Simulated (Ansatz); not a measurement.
Data:

Ge:
```
CELL_PARAMETERS angstrom
     -5.24120     5.24120     5.24120
      5.24120    -5.24120     5.24120
      5.24120     5.24120    -5.24120
ATOMIC_POSITIONS crystal
  Ge 0.00000 0.00000 0.00000
  Ge 0.27107 0.27107 0.27107
  Ge 0.00000 0.00000 0.72893
  Ge 0.00000 0.72893 0.00000
  Ge 0.72893 0.00000 0.00000
  Ge 0.50000 0.25000 0.75000
  Ge 0.50000 0.75000 0.25000
  Ge 0.75000 0.50000 0.25000
  Ge 0.25000 0.50000 0.75000
  Ge 0.25000 0.75000 0.50000
  Ge 0.75000 0.25000 0.50000
  Ge 0.44048 0.44048 0.16932
  Ge 0.27116 0.27116 0.83068
  Ge 0.72884 0.55952 0.00000
  Ge 0.55952 0.72884 0.00000
  Ge 0.16932 0.44048 0.44048
  Ge 0.83068 0.27116 0.27116
  Ge 0.00000 0.72884 0.55952
  Ge 0.00000 0.55952 0.72884
  Ge 0.44048 0.16932 0.44048
  Ge 0.27116 0.83068 0.27116
  Ge 0.55952 0.00000 0.72884
  Ge 0.72884 0.00000 0.55952
```

This is the r²SCAN-relaxed structure.

### Question
All from r²SCAN in the plane-wave PAW code Ansatz, unless another level is named. Give the band gap.

### Answer
1.24 eV (indirect).

### Question
Predict the electron effective mass.

### Answer
0.26, 0.26, 0.28 mₑ (principal values).

### Question
Next, the smallest direct gap on the standard path?

### Answer
1.33 eV.

### Question
Give the HSE06 gap on the r²SCAN cell.

### Answer
1.58 eV.

Space group I-43m. The start of the workflow was typed in or built on a structure type; neither database checked (COD, Materials Project) lists it. It is not the phase usual at ambient conditions (space group No. 227). The cell was relaxed with r²SCAN under the symmetry of its start; its stability against distortions is not shown here. Scalar-relativistic: spin–orbit coupling is off unless named, which matters more the heavier the elements.

Potentials: the later of the program's two PAW sets.
